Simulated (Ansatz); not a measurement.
W in its lowest state found on the top face of a (100) slab of Ca (Fm-3m (No. 225)), 3 planes, outer planes Ca (top) and Ca (bottom); 1 a cell of 14.88 Å², its atoms last:

```yaml
crystal:
  lattice:
    - [3.85702, 0.00000, 0.00000]
    - [0.00000, 3.85702, 0.00000]
    - [0.00000, 0.00000, 24.45465]
  atoms:
    - { symbol: Ca, position: [0.50000, 0.50000, 0.34758] }
    - { symbol: Ca, position: [0.00000, 0.00000, 0.45577] }
    - { symbol: Ca, position: [0.50000, 0.50000, 0.54893] }
    - { symbol: W, position: [0.00000, 0.00000, 0.59933] }
```

All numbers below come from Ansatz, DFT PBEsol, scalar-relativistic, plane waves, PAW. Cutoff 420 eV; k points 8×8×1 on the computed 4-atom cell (Γ-centred); Gaussian smearing, width 0.10 eV; collinear spin from starting moments 0 0 0 4 μB. The cell repeats along c with a dipole correction in the vacuum.

The clean top face has a work function of 2.79 eV. Adsorption changes the slab's dipole along +c by Δp = -0.0898 e·Å a cell (-0.43 D an adsorbate).

(1) What change of work function does the Helmholtz equation give?

(2) How does that compare with the calculation?

(3) What does the sign say about the electrons?

Spin-orbit coupling is left out, which matters for the bands of heavy elements.

## Answers

(1) A sheet of dipoles makes a step in an electron's potential energy of −e·Δp/(ε0·A), and e/ε0 = 180.95 eV·Å for Δp in e·Å: −180.95 × (-0.0898)/14.88 = +1.09 eV. This is the change of φ(top) − φ(bottom). If the bottom face is unmoved, φ(top) becomes 3.88 eV.

(2) φ(top) changes by +1.13 eV and φ(bottom) by +0.03 eV, so their difference changes by +1.10 eV. The bottom face hardly moves.

(3) The change of dipole points into the surface (negative end outward), so the work function rises. Electrons gather on the vacuum side. Δp also holds the adsorbate's own dipole and the moves of the surface atoms, so it isn't a charge transfer alone.